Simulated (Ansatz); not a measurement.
# Property card for Ga

Ga:
Space group Cmce (No. 64); a = 4.4738 Å, b = 7.5972 Å, c = 4.5262 Å, α = 90.00°, β = 90.00°, γ = 90.00°

```tsv
atom	site	symmetry	x	y	z
Ga	8f	m..	0.0000	0.3440	0.4154
```
(The calculation used a cell of 4 atoms; values per cell refer to that cell.)

Space group Cmce (No. 64), α-Ga; conventional cell a = 4.4738 Å, b = 7.5972 Å, c = 4.5262 Å, α = β = γ = 90.00°.

Method: r²SCAN in the plane-wave PAW code Ansatz. Geometry: relaxed at this level of theory. Other levels are named where they apply.

Cell and energy:

- Volume per atom = 19.23 Å³
- Density = 6.02 g/cm³

Electronic structure:

* **Electronic character**: metallic (no gap)
* **Density of states at the Fermi level**: 0.14 states/eV per atom (mean over ±0.08 eV)

The cell was relaxed with r²SCAN under the symmetry of its start. Axis ratios of metals converge slowly with the k-mesh, so a and c are less sure than the volume. Spin–orbit coupling is left out wherever it is not named.

Potentials: the earlier of the program's two PAW sets.
